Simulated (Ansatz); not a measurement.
PbS2:
```xyz
6
Lattice="-3.0763 3.0763 3.7759 3.0763 -3.0763 3.7759 3.0763 3.0763 -3.7759" Properties=species:S:1:pos:R:3 pbc="T T T"
Pb     0.0000     0.0000     5.6639
Pb     0.0000     0.0000     1.8880
S      3.8112     0.7349     0.0000
S     -0.7349     2.3415     3.7759
S      2.3415     0.7349     3.7759
S      0.7349     2.3415     0.0000
```

Relaxed with r²SCAN. 

Problem. HSE06 on this cell (Ansatz, a first-principles code, PAW) gives a gap of 0.53 eV. What does r²SCAN give?

Solution. 0.28 eV.

Cost on shared cores: the r²SCAN run (SCF on a 7×7×7 mesh, then bands and DOS) roughly 120 core-seconds, the HSE06 run (SCF on 4×4×4, then a few points) about 100 core-seconds (a rough figure); the tasks are unlike.

Space group I4/mcm. The workflow started from a Materials Project entry (that database holds measured and hypothetical structures alike); the Crystallography Open Database copy checked does not list it. Whether it is the stable phase at ambient conditions was not checked. The r²SCAN relaxation kept the symmetry of its start; its stability against distortions is not shown here. Scalar-relativistic: spin–orbit coupling is off unless named, which matters more the heavier the elements.

Potentials: the later of the program's two PAW sets.

Ansatz is a plane-wave DFT program.
